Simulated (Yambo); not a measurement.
A G0W0@PBEsol run in Yambo for a free-standing SnSe₂ monolayer (symmetry P-3m1, slab cell 16.2 Å high) (6×6×1 Γ-centred k mesh, bands 21 to 220 and a 6 Ry block in the screening, 220 bands in G with the Bruneval-Gonze terminator, plasmon pole fitted at 27.2 eV, slab-truncated Coulomb interaction, stochastic integration of W near q = 0) gives these matrix elements, in eV, at the band edges (Γ → M):

```json
[
 {"state": "valence edge", "E0": "0.000", "<Vxc>": "-13.967", "<Σx>": "-16.679", "<Σc(E0)>": "1.492", "Z": "0.754"},
 {"state": "conduction edge", "E0": "0.707", "<Vxc>": "-12.237", "<Σx>": "-9.763", "<Σc(E0)>": "-2.122", "Z": "0.768"}
]
```

### Question
Solve the linearised quasiparticle equation for both states, give the gap, and say how exchange and correlation each act on it.

### Answer
E = E0 + Z(Σx + Σc − Vxc). Valence: 0.000 + 0.754 × (-16.679 + (1.492) − (-13.967)) = -0.92 eV. Conduction: 0.707 + 0.768 × (-9.763 + (-2.122) − (-12.237)) = 0.98 eV. The gap is 1.90 eV, against 0.71 eV in PBEsol. Replacing Vxc by bare exchange alone would open it by 5.19 eV; correlation takes back 3.61 eV of that, and Z scales what is left. Nearest settings tried, and what they do to the gap: 150 bands in W, 150 bands in G: +50 meV; 5 Ry block (269 vectors against 331): -11 meV. Not varied: mesh, cell height. So the settings aren't converged at that level. 

The standard potentials for Se, Sn keep a d shell in the valence without the s and p states of that shell. In tests on such compounds this moved G0W0 gaps by up to about 0.9 eV, so absolute quasiparticle energies here are unreliable; differences between settings are what counts.

Spin-orbit coupling is included.

Geometry relaxed with PBEsol; primitive cell a = b = 3.806 Å, c = 16.200 Å, α = β = 90.00°, γ = 120.00°.
